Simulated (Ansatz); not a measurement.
Sc2Si2O7:
```
CELL_PARAMETERS angstrom
      3.25693     4.24959     0.00000
     -3.25693     4.24959     0.00000
     -1.03845     0.00000     4.57169
ATOMIC_POSITIONS crystal
  Sc 0.69032 0.69032 0.00000
  Sc 0.30968 0.30968 0.00000
  Si 0.22396 0.77604 0.40805
  Si 0.77604 0.22396 0.59195
  O  0.60650 0.07842 0.78681
  O  0.39350 0.92158 0.21319
  O  0.07842 0.60650 0.21319
  O  0.92158 0.39350 0.78681
  O  0.00000 0.00000 0.50000
  O  0.60612 0.39388 0.27951
  O  0.39388 0.60612 0.72049
```

Cartesian axes are those of the cell as given.

**Question.** Give the high-frequency dielectric tensor and the Born effective charge tensors of the independent atoms from DFPT, r²SCAN in the plane-wave PAW code Ansatz.

**Answer.** 
ε∞:
```
3.45  0.00  0.05
0.00  3.37  0.00
0.05  0.00  3.19
```
Z* of atom 1 (Sc), rows: field, columns: displacement, in e:
```
4.02  0.00  0.15
0.00  3.91  0.00
0.20  0.00  3.19
```
Z* of atom 3 (Si), rows: field, columns: displacement, in e:
```
 3.66   0.00  -0.03
 0.00   3.40   0.00
-0.14   0.00   3.86
```
Z* of atom 5 (O), rows: field, columns: displacement, in e:
```
-2.20   0.21   0.09
 0.29  -2.25   0.75
 0.10   0.71  -1.83
```
Z* of atom 9 (O), rows: field, columns: displacement, in e:
```
-3.23   0.00   0.57
 0.00  -1.23   0.00
 0.52   0.00  -1.50
```
Z* of atom 10 (O), rows: field, columns: displacement, in e:
```
-1.68   0.00  -0.59
 0.00  -2.20   0.00
-0.52   0.00  -2.65
```

Static charges for comparison (Bader): Sc1 +2.17, Si3 +3.34, O5 -1.55, O9 -1.71, O10 -1.55 e. Born charges measure polarisation by displacement and can exceed these by far.

Space group C2/m. The first step of the workflow began from a Materials Project structure, measured or hypothetical; the Crystallography Open Database files this formula in space group No. 12, but the cells were not matched. Whether it is the stable phase at ambient conditions was not checked. The r²SCAN relaxation kept the symmetry of its start; whether a distortion lowers the energy is not shown. The run is not spin-polarised.

Potentials: the later of the program's two PAW sets.
